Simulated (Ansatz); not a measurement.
MgO (rock salt, Fm-3m), a = 4.254 Å, b = 4.254 Å, c = 4.254 Å, α = 90.00°, β = 90.00°, γ = 90.00°; the cell used has 2 atoms.

Relaxed with PBE.

**Question.** Which orbitals make up the states near the band edges in plane-wave PAW PBE (Ansatz code)?

**Answer.** Top 1 eV of the valence band: O 2p 98 %. Bottom 1 eV of the conduction band: Mg 3s 56 %, O 2s 34 %, O 2p 9 %. Projections are on Löwdin-orthogonalised atomic valence shells; empty p or d shells of many metals are not among them.

**Question.** Tabulate the density of states.

**Answer.** States/eV per cell of 2 atoms, in 0.25 eV bins, energy from the valence-band maximum.

```csv
E (eV),total,O 2p,Mg 3s,O 2s
-4.60,0.00,0.00,0.00,0.00
-4.35,0.22,0.17,0.05,0.00
-4.10,0.50,0.40,0.10,0.00
-3.85,1.04,0.86,0.15,0.01
-3.60,2.36,2.00,0.27,0.03
-3.35,1.83,1.54,0.22,0.04
-3.10,0.72,0.60,0.08,0.02
-2.85,0.43,0.35,0.05,0.02
-2.60,0.80,0.71,0.05,0.02
-2.35,0.90,0.81,0.04,0.01
-2.10,0.97,0.90,0.03,0.01
-1.85,1.03,0.96,0.02,0.01
-1.60,1.29,1.22,0.03,0.01
-1.35,2.12,2.03,0.03,0.01
-1.10,2.68,2.60,0.02,0.00
-0.85,2.88,2.81,0.01,0.00
-0.60,2.52,2.47,0.00,0.00
-0.35,1.25,1.23,0.00,0.00
-0.10,0.46,0.45,0.00,0.00
0.15,0.00,0.00,0.00,0.00
0.40,0.00,0.00,0.00,0.00
0.65,0.00,0.00,0.00,0.00
0.90,0.00,0.00,0.00,0.00
1.15,0.00,0.00,0.00,0.00
1.40,0.00,0.00,0.00,0.00
1.65,0.00,0.00,0.00,0.00
1.90,0.00,0.00,0.00,0.00
2.15,0.00,0.00,0.00,0.00
2.40,0.00,0.00,0.00,0.00
2.65,0.00,0.00,0.00,0.00
2.90,0.00,0.00,0.00,0.00
3.15,0.00,0.00,0.00,0.00
3.40,0.00,0.00,0.00,0.00
3.65,0.00,0.00,0.00,0.00
3.90,0.00,0.00,0.00,0.00
4.15,0.00,0.00,0.00,0.00
4.40,0.00,0.00,0.00,0.00
4.65,0.01,0.00,0.01,0.00
4.90,0.02,0.00,0.01,0.01
5.15,0.03,0.00,0.02,0.01
5.40,0.04,0.00,0.02,0.01
5.65,0.05,0.01,0.03,0.02
5.90,0.07,0.01,0.04,0.02
6.15,0.08,0.01,0.04,0.02
6.40,0.10,0.02,0.05,0.02
6.65,0.12,0.02,0.07,0.03
6.90,0.14,0.03,0.08,0.03
7.15,0.17,0.03,0.10,0.03
7.40,0.21,0.04,0.12,0.03
7.65,0.30,0.05,0.16,0.04
7.90,0.44,0.05,0.19,0.04
8.15,0.46,0.05,0.19,0.03
8.40,0.46,0.05,0.19,0.03
8.65,0.48,0.05,0.20,0.03
8.90,0.49,0.05,0.20,0.02
9.15,0.55,0.05,0.21,0.02
```

The PBE relaxation kept the symmetry of its start.

Potentials: the later of the program's two PAW sets.
